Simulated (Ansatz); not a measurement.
SnO₂ (rutile)

```xyz
6
Lattice="4.8276 0.0000 0.0000 0.0000 4.8276 0.0000 0.0000 0.0000 3.2379" Properties=species:S:1:pos:R:3 pbc="T T T"
Sn     0.0000     0.0000     0.0000
Sn     2.4138     2.4138     1.6190
O      1.4801     1.4801     0.0000
O      3.8939     0.9337     1.6190
O      0.9337     3.8939     1.6190
O      3.3474     3.3474     0.0000
```

The slice is a (-1 1 0) plane (indices of the conventional cell) through the point (0.000, 0.000, 0.000) (fractional), spanned by u = [001] and v = [110] in vectors of this cell: u (3.24 Å) and v (6.83 Å, at 90° to u). It covers one period; positions are fractions (u, v).

Method: PBE (plane waves to 420 eV, PAW, scalar-relativistic; Ansatz, a quantum-chemistry and plane-wave program). k mesh 7×7×10. These are valence fields of a PAW run, semicore shells included where kept as valence: close to a nucleus they are smooth pseudo fields. SnO2 was relaxed with its symmetry unable to fall. The PAW data are Ansatz's earlier set.

Problem. What is the valence density on the shortest Sn–O line in this plane (2.09 Å), at its minimum between the atoms?

Solution. 0.62 e/Å³.

Problem. What is the ELF at the density minimum of the shortest Sn–O line in this plane (2.09 Å)?

Solution. 0.33.

Problem. Sketch the valence electron density on this plane as a map.

Solution. 
| v \ u | 0.00 | 0.18 | 0.36 | 0.55 | 0.73 | 0.91 |
|---|---|---|---|---|---|---|
| 0.88 | 0.0 | -0.4 | -1.0 | -1.1 | -0.7 | -0.1 |
| 0.75 | 0.7 | 0.0 | -0.9 | -1.2 | -0.5 | 0.5 |
| 0.62 | 0.5 | 0.0 | -0.3 | -0.1 | -0.2 | 0.4 |
| 0.50 | -0.7 | -0.4 | 0.8 | 1.1 | 0.3 | -0.6 |
| 0.38 | 0.5 | 0.0 | -0.3 | -0.1 | -0.2 | 0.4 |
| 0.25 | 0.7 | 0.0 | -0.9 | -1.2 | -0.5 | 0.5 |
| 0.12 | 0.0 | -0.4 | -1.0 | -1.1 | -0.7 | -0.1 |
| 0.00 | 1.1 | 0.6 | -0.5 | -0.7 | -0.1 | 1.0 |

Values: log₁₀ of the valence density in e/Å³. The scale is logarithmic, as a density can span decades between atoms and voids.
